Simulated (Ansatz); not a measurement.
**Relaxation path: Ru (hcp type)**

DFT, PBE, PAW with Ansatz's default frozen-core files, scalar-relativistic (Ansatz 0.2.0); a Γ-centred 18×18×10 k mesh, Fermi–Dirac smearing of 0.08 eV, no spin polarisation. The run relaxes cell and atoms at a target pressure of 0 GPa.

Command: `ansatz run input.yaml --threads 1 --pin off --max-ram 2048MiB --backend cpu --events-out ev --progress --plain --runs-dir out` It took 25 s on 1 thread of AMD EPYC 7R43 64-Core Processor (Zen 3), with other jobs on the host, peak memory 0.47 GiB.

PAW: frozen-core files, cutoff 420 eV; forces are relaxed below 0.005 eV/Å.

Each step lists its free energy a cell above the last geometry, the pressure, the cell vectors (Å), and Cartesian positions (Å) with forces (eV/Å).

The first step:

```
step 1  dF = 16.58 meV  P = -0.05 GPa
  cell 2.6974 0.0000 0.0000  -1.3487 2.3361 0.0000  0.0000 0.0000 4.3699
  Ru 0.0000 1.5574 1.0925   0.0000 0.0000 0.0000
  Ru 1.3487 0.7787 3.2774   0.0000 0.0000 0.0000
```

Question: Where does the relaxation end, and by which steps?

Answer: After 5 geometries, with conventional a, b, c = 2.721, 2.721, 4.296 Å, at 13.770 Å³/atom (+0.02 % against the start) in space group P6_3/mmc, with a shortest distance of 2.661 Å. The further steps:
```
step 2  dF = 7.69 meV  P = 0.39 GPa
  cell 2.7366 0.0000 0.0000  -1.3683 2.3700 0.0000  0.0000 0.0000 4.2458
  Ru 0.0000 1.5800 1.0614   0.0000 0.0000 0.0000
  Ru 1.3683 0.7900 3.1843   0.0000 0.0000 0.0000
step 3  dF = 0.04 meV  P = -0.30 GPa
  cell 2.7216 0.0000 0.0000  -1.3608 2.3570 0.0000  0.0000 0.0000 4.2974
  Ru 0.0000 1.5713 1.0743   0.0000 0.0000 0.0000
  Ru 1.3608 0.7857 3.2230   0.0000 0.0000 0.0000
step 4  dF = 0.00 meV  P = 0.06 GPa
  cell 2.7205 0.0000 0.0000  -1.3603 2.3561 0.0000  0.0000 0.0000 4.2958
  Ru 0.0000 1.5707 1.0740   0.0000 0.0000 0.0000
  Ru 1.3603 0.7854 3.2219   0.0000 0.0000 0.0000
step 5  dF = 0.00 meV  P = 0.00 GPa
  cell 2.7207 0.0000 0.0000  -1.3604 2.3562 0.0000  0.0000 0.0000 4.2961
  Ru 0.0000 1.5708 1.0740   0.0000 0.0000 0.0000
  Ru 1.3604 0.7854 3.2220   0.0000 0.0000 0.0000
step 6  dF = 0.03 meV  P = 0.00 GPa  (same geometry on a basis chosen anew; earlier energies don't compare to the last digit)
  cell 2.7207 0.0000 0.0000  -1.3604 2.3562 0.0000  0.0000 0.0000 4.2961
  Ru 0.0000 1.5708 1.0740   0.0000 0.0000 0.0000
  Ru 1.3604 0.7854 3.2220   0.0000 0.0000 0.0000
```
